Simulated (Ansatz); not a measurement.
BaB2Rh2:
```
BaB2Rh2
1.0
   -1.95471     1.95471     5.72057
    1.95471    -1.95471     5.72057
    1.95471     1.95471    -5.72057
Rh Ba B
2 1 2
Cartesian
  0.00000   1.95471   2.86029
  1.95471   0.00000   2.86029
  0.00000   0.00000   0.00000
  0.00000   0.00000   3.62724
  0.00000   0.00000   7.81391
```

Relaxed with r²SCAN. Special points in fractions of this cell's reciprocal vectors: Γ (0.000, 0.000, 0.000); X (0.000, 0.000, 0.500); P (0.250, 0.250, 0.250); N (0.000, 0.500, 0.000); M (0.500, 0.500, -0.500); S (0.279, 0.721, -0.279); S0 (-0.279, 0.279, 0.279); R (-0.058, 0.058, 0.500); G (0.500, 0.500, -0.058).

Task: List the band energies nearest the Fermi level at these points for the program Ansatz at the r²SCAN level (PAW).

Result: In eV from the Fermi level; about four levels below and three above (degenerate sets whole), none deeper than 8.9 eV; points with the same levels are listed once.

| k | below | above |
|---|---|---|
| Γ | -1.87 -1.39 -0.05 -0.05 | 0.04 0.30 0.94 |
| X | -1.50 -1.50 -0.96 -0.02 | 1.07 1.33 1.51 |
| P | -2.77 -2.77 -1.50 -1.50 -0.95 | 0.68 0.68 1.44 1.44 |
| N | -3.03 -3.00 -2.52 -0.08 | 0.32 2.22 2.90 |
| M | -2.83 -2.83 -2.20 -1.39 | 0.30 0.44 0.44 |
| S | -2.71 -2.71 -2.70 -0.45 | 0.94 2.21 2.94 |
| R | -2.43 -1.71 -1.52 -0.91 | 0.23 1.16 1.35 |

Space group I4/mmm. The workflow started from an entry of the Crystallography Open Database (COD). Whether it is the stable phase at ambient conditions was not checked. Symmetry was held in the r²SCAN relaxation; whether a distortion lowers the energy is not shown. No spin polarisation was allowed. Scalar-relativistic: spin–orbit coupling is off unless named, which matters more the heavier the elements.

Potentials: the later of the program's two PAW sets.
